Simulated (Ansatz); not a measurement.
GaP (zinc blende, space group No. 216), a = 5.506 Å, b = 5.506 Å, c = 5.506 Å, α = 90.00°, β = 90.00°, γ = 90.00°; the cell used has 2 atoms.

Relaxed with PBE.

**Question.** Which orbitals make up the states near the band edges in DFT-PBE in the program Ansatz with PAW potentials?

**Answer.** Top 1 eV of the valence band: P 3p 77 %, Ga 4p 19 %. Bottom 1 eV of the conduction band: Ga 4p 29 %, Ga 4s 23 %, P 3p 21 %, P 3s 16 %, outside the projected shells 10 %. Projections are on Löwdin-orthogonalised atomic valence shells; empty p or d shells of many metals are not among them.

**Question.** Tabulate the density of states.

**Answer.** States/eV per cell of 2 atoms, in 0.25 eV bins, energy from the valence-band maximum.

```csv
E (eV),total,P 3p,Ga 4p,Ga 4s
-7.85,0.00,0.00,0.00,0.00
-7.60,0.00,0.00,0.00,0.00
-7.35,0.00,0.00,0.00,0.00
-7.10,0.00,0.00,0.00,0.00
-6.85,0.00,0.00,0.00,0.00
-6.60,0.13,0.06,0.00,0.07
-6.35,1.84,0.81,0.13,0.83
-6.10,1.59,0.69,0.17,0.63
-5.85,0.87,0.37,0.09,0.31
-5.60,0.61,0.27,0.07,0.20
-5.35,0.49,0.22,0.06,0.15
-5.10,0.39,0.17,0.04,0.12
-4.85,0.33,0.15,0.04,0.09
-4.60,0.29,0.13,0.03,0.08
-4.35,0.23,0.11,0.03,0.06
-4.10,0.21,0.10,0.02,0.05
-3.85,0.33,0.18,0.08,0.04
-3.60,1.26,0.73,0.43,0.05
-3.35,1.14,0.67,0.37,0.06
-3.10,1.09,0.64,0.34,0.06
-2.85,1.21,0.73,0.38,0.06
-2.60,1.54,0.96,0.48,0.05
-2.35,1.62,1.04,0.49,0.05
-2.10,1.56,1.02,0.45,0.04
-1.85,1.48,0.99,0.41,0.03
-1.60,1.45,1.00,0.39,0.03
-1.35,1.42,1.01,0.36,0.02
-1.10,1.23,0.90,0.29,0.01
-0.85,0.75,0.57,0.16,0.01
-0.60,0.51,0.39,0.09,0.01
-0.35,0.32,0.26,0.05,0.00
-0.10,0.10,0.08,0.01,0.00
0.15,0.00,0.00,0.00,0.00
0.40,0.00,0.00,0.00,0.00
0.65,0.00,0.00,0.00,0.00
0.90,0.00,0.00,0.00,0.00
1.15,0.00,0.00,0.00,0.00
1.40,0.00,0.00,0.00,0.00
1.65,0.04,0.01,0.01,0.01
1.90,0.35,0.06,0.12,0.08
2.15,0.74,0.15,0.22,0.17
2.40,1.15,0.26,0.32,0.28
2.65,1.76,0.45,0.47,0.42
2.90,1.96,0.55,0.51,0.47
3.15,1.30,0.38,0.33,0.29
3.40,0.92,0.29,0.22,0.19
3.65,0.93,0.25,0.29,0.14
3.90,0.87,0.19,0.36,0.10
4.15,0.92,0.18,0.45,0.08
4.40,1.60,0.32,0.84,0.09
4.65,2.25,0.50,1.10,0.12
4.90,1.37,0.33,0.66,0.08
5.15,1.12,0.27,0.55,0.06
5.40,1.46,0.35,0.66,0.07
5.65,1.49,0.34,0.66,0.06
5.90,1.32,0.28,0.58,0.05
6.15,1.45,0.32,0.62,0.06
6.40,0.91,0.19,0.39,0.03
```

Space group F-43m (zinc blende). The PBE relaxation kept the symmetry of its start. Scalar-relativistic: spin–orbit coupling is off unless named, which matters more the heavier the elements.

Potentials: the later of the program's two PAW sets.
